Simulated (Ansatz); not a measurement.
Starting cell, ZnO (wurtzite):

```
ZnO
1.0
    3.27960     0.00000     0.00000
   -1.63980     2.84021     0.00000
    0.00000     0.00000     5.29330
Zn O
2 2
Direct
  0.66667   0.33333   0.00215
  0.33333   0.66667   0.50215
  0.66667   0.33333   0.62305
  0.33333   0.66667   0.12305
```

Two-dimensional scan of atom 3 (O, nearest neighbour Zn at 1.999 Å; its periodic images, 3.3 Å or more away, move with it): u runs along (1.000, 0.000, 0.000), v along (0.000, 0.000, 1.000) (Cartesian). Cell and other atoms are fixed.

Method: PBE (plane waves to 420 eV, PAW, scalar-relativistic; Ansatz, an electronic-structure program). k mesh 9×9×5 (Γ-centred), Fermi-Dirac smearing 0.05 eV. The energy includes the smearing's −TS. ZnO was relaxed with its symmetry unable to fall. The zero of ΔE is the undisplaced structure. Axes are in Å.

Question: Give the computed ΔE (meV/cell) at all points of the grid u = -0.500, -0.333, -0.167, 0.000, 0.167, 0.333, 0.500 by v = -0.500, -0.333, -0.167, 0.000, 0.167, 0.333, 0.500.

Answer: ΔE (meV/cell), with u across and v down:

```tsv
v \ u	-0.500	-0.333	-0.167	0.000	0.167	0.333	0.500
-0.500	3096	1597	894	692	894	1597	3096
-0.333	2486	1174	552	373	552	1174	2486
-0.167	1798	757	259	115	259	757	1798
0.000	1193	456	103	0	103	456	1193
0.167	868	435	237	182	237	435	868
0.333	1067	957	947	955	947	957	1067
0.500	2166	2502	2792	2906	2792	2502	2166
```

(A displaced cell: forces are minus the slopes of the energy, force constants its curvatures, and phonons follow from these.)
